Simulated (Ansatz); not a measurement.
Stability checks on a candidate for Pr₄O

The structure comes from a generated guess, relaxed at this level; another structure or a mixture of phases may lie lower.

Level of theory: DFT PBE, scalar-relativistic, plane waves, PAW, and for the lanthanide a 4f-in-core norm-conserving potential, in Ansatz. The final run on the 5-atom cell used 660 eV, a Γ-centred 8×8×8 mesh, 0.10 eV smearing and no spin polarisation.

```
Pr O
1.0
     5.17683    0.00000    0.00000
     0.00000    5.17683    0.00000
     0.00000    0.00000    5.17683
Pr O
4 1
Direct
  0.00000 0.50000 0.50000
  0.50000 0.50000 0.00000
  0.50000 0.00000 0.50000
  0.00000 0.00000 0.00000
  0.50000 0.50000 0.50000
```

Formation energies are uncorrected and refer to the elements' standard structures at the same level (O₂ as a molecule).

**Question.** These tests were run: energy against the elements; random kick, then relaxation without symmetry; phonons at Γ; elastic tensor. What do they show?

**Answer.**

```json
{"test": "energy against the elements", "result": "−1.06 eV/atom"}
{"test": "random kick, then relaxation without symmetry", "result": "returns"}
{"test": "phonons at Γ", "result": "lowest optical mode 93 cm⁻¹"}
{"test": "elastic tensor", "result": "least eigenvalue 28 GPa"}
```

It fails none of these tests. Whether a mixture of other phases lies lower isn't tested here. Phonons away from Γ weren't computed.

The kick test ran on a coarse mesh. The run for the phonons used an 8×8×8 k mesh and Fermi–Dirac smearing of 0.15 eV. The run for the elastic tensor used an 8×8×8 k mesh and Fermi–Dirac smearing of 0.15 eV.

The lanthanide is trivalent by construction, without f bands, f moments or other valences. The reference runs of the other elements, and any phases without the lanthanide, used 420 eV, which shifts energies against them by under 10 meV/atom. The lanthanide's reference is the lowest of its hcp, dhcp and fcc cells.
